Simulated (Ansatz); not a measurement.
Calculation for As: DFT, LDA, all-electron PAW with datasets made for the crystal, scalar-relativistic (Ansatz 0.2.0).

The cell comes from a relaxation on PAW files under the same functional, begun from a database entry that needn't be the ground state.

Command: `ansatz run input.yaml --threads 1 --pin off --max-ram 3072MiB --backend cpu --events-out ev --progress --plain --runs-dir out` It took 6.9 s on 1 thread of Arm Neoverse V1, with other jobs on the host, peak memory 0.39 GiB.

```yaml
crystal:
  lattice:
    - [1.8798913382, 1.0853557701, 3.3295843998]
    - [-1.8798913382, 1.0853557701, 3.3295843998]
    - [0.0, -2.1707115403, 3.3295843998]
  atoms:
    - { symbol: As, position: [0.7695292492, 0.7695292492, 0.7695292492] }
    - { symbol: As, position: [0.2304707508, 0.2304707508, 0.2304707508] }
kpoints:
  mp_grid: { grid: [11, 11, 11] }
scf:
  occupations: { method: fermi_dirac, width: 0.05 }
hamiltonian:
  xc: lda
  pseudopotentials: { kind: all_electron, datasets: crystal }
output:
  forces: true
  stress: true
  eigenvalues: true
```

Output:

```
hamiltonian.pseudopotentials.datasets: crystal makes datasets for this crystal and solves the spheres of its atoms anew in each pass: cutoff 240.0 eV, the density's 960.0 eV; for an error of 0.50 meV an atom under PBE, 1.0 meV for the cell; an energy difference from a run of another recipe may be off by several times the error for the cell, under r2SCAN by more, where some 0.1 meV an atom stays at smaller errors; As in spheres of 1.254 Å, 5 of its electrons in bands, 10 on its site; only band paths and densities of states list, in semicore columns, the levels of the semicore shells that are solved separately: 3d of As
Engine: ansatz 0.2.0
Pseudopotentials: kind: all_electron
Pseudopotential: As, paw, valence charge 15, recommended cutoff 240 eV (normal), crystal/all_electron/lda/scalar/gaussian/As, Koelling and Harmon's equation, gaussian nucleus
Functional definition: SPW92
  exchange = slater_x
  correlation = pw_c
Crystal: 2 atoms, lattice volume = 40.761 Å³
Basis set: ecut = 240 eV, 339 PW (Γ)
Bands: 9, of which v1, the nominal top of the filled ones, is band 5 counted from 1 (4 counted from 0)
Symmetry: 12 space group operations
Space group: R-3m (ITA 166), of the structure as read, at distance tolerance 3.4e-5 Å
k-points: 146 of 1331
Non-local potential: As, projectors of the file, l = 0: 1, l = 1: 1
PAW form: soft (Blöchl's): semilocal exchange-correlation on the pseudo side does not see the compensation charge
PAW one-centre angular grid: As, 110 points (default); XC on its mesh's 1879 points in the sphere
Initial density: superposition of atomic densities (neutral atoms: chi_scale 0, normalization atom)
Initial wavefunctions: pseudopotential atomic-orbital guess
Functional: x = slater, c = lda
iter 1 solved again at ethr=1.64e-3 eV; its pass at ethr=1.00e-1 eV (dr2=1.64e-1 eV) is discarded
SCF iter   1: F=—  HF=-122883.189445 eV  |F-HF|=—  |Δ(HF+E_count)|=         —  Δρ=2.27e-2  dr2=1.54e-1  ethr=1.64e-3  ⟨swp⟩=3.3  Hψ=8508  notcnv=0
preconditioner: auto → none  [insulator: Δε(μ)=0.243 eV  Ē_g=10.446 eV  σ=0.050 eV  W_gap=0.83  n_scr=8 (ndim 8)  ℏωp=18.4 eV  f_vac=0.000  D(μ)=0.05/eV (n_scr^D=0)  ε∞_Penn≈4.1]
SCF iter   2: F=—  HF=-122883.165918 eV  |F-HF|=—  |Δ(HF+E_count)|=   2.35e-2  Δρ=1.02e-2  dr2=2.80e-2  ethr=1.54e-3  ⟨swp⟩=2.0  Hψ=2629  notcnv=0  defer=1
iter 3 solved again at ethr=3.94e-7 eV; its pass at ethr=2.80e-4 eV (dr2=3.94e-5 eV) is discarded
SCF iter   3: F=—  HF=-122883.163443 eV  |F-HF|=—  |Δ(HF+E_count)|=   2.47e-3  Δρ=4.99e-4  dr2=4.57e-5  ethr=3.94e-7  ⟨swp⟩=3.1  Hψ=7327  notcnv=0  defer=2
SCF iter   4: F=—  HF=-122883.163526 eV  |F-HF|=—  |Δ(HF+E_count)|=   8.26e-5  Δρ=1.39e-4  dr2=4.13e-6  ethr=3.94e-7  ⟨swp⟩=2.0  Hψ=2061  notcnv=0  defer=1
SCF iter   5: F=—  HF=-122883.163534 eV  |F-HF|=—  |Δ(HF+E_count)|=   8.19e-6  Δρ=6.72e-5  dr2=3.10e-6  ethr=4.13e-8  ⟨swp⟩=3.0  Hψ=2764  notcnv=0
SCF iter   6: F=—  HF=-122883.163533 eV  |F-HF|=—  |Δ(HF+E_count)|=   1.06e-6  Δρ=2.26e-5  dr2=3.05e-7  ethr=3.10e-8  ⟨swp⟩=3.0  Hψ=2574  notcnv=0  defer=1
SCF iter   7: F=-122883.163533 eV  HF=-122883.163533 eV  |F-HF|=3.87e-9  |Δ(HF+E_count)|=   1.47e-7  Δρ=3.46e-6  dr2=4.53e-9  ethr=3.05e-9  ⟨swp⟩=2.4  Hψ=2152  notcnv=0
SCF 1 converged in 7 iterations: F = -122883.163533 eV  dr2 = 4.53e-9
  Residual-converged pass: ⟨swp⟩=3.3  Hψ=2768  notcnv=0  max |occ|·‖R‖ = 5.3e-6 eV (tolerance 5.3e-6 eV)  dr2=4.01e-9  dr2_onsite=4.22e-9  max |Δocc| = 8.6e-10
  greatest PAW one-centre occupation: 0.752 electrons in one spin orbital (limit 2), on the As atom at site 1 (counted from 0), in its partial waves of l = 0
SCF converged after 7 iterations
Free energy (F): -122883.163533 eV
Harris-Foulkes:  -122883.163533 eV  (|F-HF|=3.87e-9)
Internal energy: -122883.162903 eV  (E = F + TS)
E sigma→0 (E₀):  -122883.163218 eV
Entropy (-TS):   -0.000630 eV (-0.315 meV/atom)
Past the cutoff: the bands carry plane waves up to 1.75 times it, of which those up to 1.5 times it add -0.000080 eV an atom, each by itself; the spheres take 0.000022 eV an atom off the energy for waves past 1.75 times it
By the cutoff:   a pressure is off by up to 0.005 GPa (1.2 times the spheres' own share and the shells' term, over an atom's volume, and 0.004 GPa: a bound that held against runs at twice the plane waves)
Past the cutoffs: a stress includes 0.0025 GPa for waves and charges beyond them, in addition to the slope of what the spheres take
In the spheres:  the bands' charges fall short by 2.6e-7 e at most (sound up to 1e-3), those of shells solved beside the bands by 9.0e-8 e (sound up to 5e-4)
Fermi energy:    12.035375 eV
--- Per-component energies (eV) ---
  E_band       = 53.700225
  E_kinetic    = 135.984874
  E_local      = -2802.162126  (includes V_loc(G=0)·N_el)
  E_nonlocal   = 1.929239
  E_hartree    = 1364.116580
  E_xc         = -135.801216
  E_vxc        = -157.126087  (∫ρ·V_xc dr)
  E_paw        = -128389.944674  (= ΣΔE_a)
  E_vpaw       = -10133.171327  (= ΣTr[D̂ρ^β])
  E_ewald      = -3337.296324
  E_smearing   = -0.000630  (= −TS)
  E_closure    = 10280.010744  (closes the sum)
  Σ components = -122883.163533   (vs F -122883.163533, Δ=1.46e-11)
  The terms above E_closure are by the made datasets' own strengths, without shells solved beside the bands.
--- Forces (eV/Å), atoms counted from 1 ---
  atom   1  As     0.00000000     0.00000000    -0.00200855
  atom   2  As     0.00000000    -0.00000000     0.00200855
  max |Σ_I F_I| component: 1.85e-17 eV/Å
--- Stress (GPa, compression-positive) ---
        0.025405      -0.000000      -0.000000
       -0.000000       0.025405       0.000000
        0.000000       0.000000       0.021183
  P = ⅓ Tr σ = 0.0240 GPa (0.240 kbar)
  It holds what live shells' own plane waves past their cutoff add
--- Band table (eV; the first three rows and the last of 146) ---
  k-point 0: bands = ["-3.3740", "6.4181", "9.5802", "9.8650", "9.8650", "14.1360", "15.1521", "15.1521"]
  k-point 1: bands = ["-3.2600", "5.9273", "9.6008", "9.8115", "9.9934", "14.2051", "14.8908", "14.9553"]
  k-point 2: bands = ["-2.9198", "4.7880", "9.5236", "9.6832", "10.3513", "13.9283", "14.3309", "14.3971"]
  k-point 145: bands = ["-1.5294", "1.5099", "8.8715", "9.8965", "11.4174", "12.6790", "12.7437", "14.6250"]
```
